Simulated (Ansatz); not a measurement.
MoSb (rocksalt start) from one functional to the next

The compound was started in one structure type and brought to zero pressure at each level (plane-wave PAW code Ansatz, Gaussian smearing of 0.05 eV, scalar-relativistic unless SOC, spin–orbit coupling, is named).

The start came from a table of structure types; no claim is made that the compound takes it.

The cell at PBEsol (neighbours within 15 % of each site's shortest distance, so a longer bond may be listed from one end only): It takes space group Fm-3m (No. 225, cubic). Conventional cell: a = 5.450 Å, b = 5.450 Å, c = 5.450 Å, α = 90.00°, β = 90.00°, γ = 90.00°. Mo (site symmetry m-3m) has 6 Sb at 2.72 Å as nearest neighbours. Around Sb (site symmetry m-3m) lie 6 Mo at 2.72 Å.

```tsv
level	cutoff (eV)	k-mesh	final group	a (Å)	V (Å³/atom)	gap (eV)	B0 (GPa)	E_f (eV/atom)
PBEsol‡	420	10×10×10	Fm-3m	5.450	20.23	metal	139	0.79
PBE*	420	10×10×10	Fm-3m	5.520	21.02	metal	125	0.81
```

Q: What does r²SCAN (500 eV, 10×10×10 mesh) give?

A: final group Fm-3m, a (Å) 5.497, V (Å³/atom) 20.76, gap (eV) metal, B0 (GPa) 133, E_f (eV/atom) 0.83.

Volumes against PBE: PBEsol −3.8 %, r²SCAN −1.3 %. PBEsol < PBE is the usual order of volumes: a stronger gradient correction lowers the energy of inhomogeneous, expanded densities and so lengthens the bonds (here 1.3 % in length from PBEsol to PBE, a third of the change in volume). The formation energy spans 0.04 eV/atom over the functionals (PBEsol lowest, r²SCAN highest); the spread holds the functional's effect on the elements as well as on the compound.

* A small displacement or strain of this cell lowered its energy, so it isn't a true minimum. ‡ The elastic check found it unstable, so the cell may be held only by its symmetry; for metals the mesh of that check is too coarse to be sure. No mark: no distortion tried lowers the energy by 0.5 meV/atom or more (2 in metals), or none was tried. The PAW datasets were made for PBE. E_f is the formation energy from the elements run alike, at 0 K, without zero-point energy; it is good to about 0.01 eV/atom as a calculation.

All runs used the PAW datasets of the set soft_2.
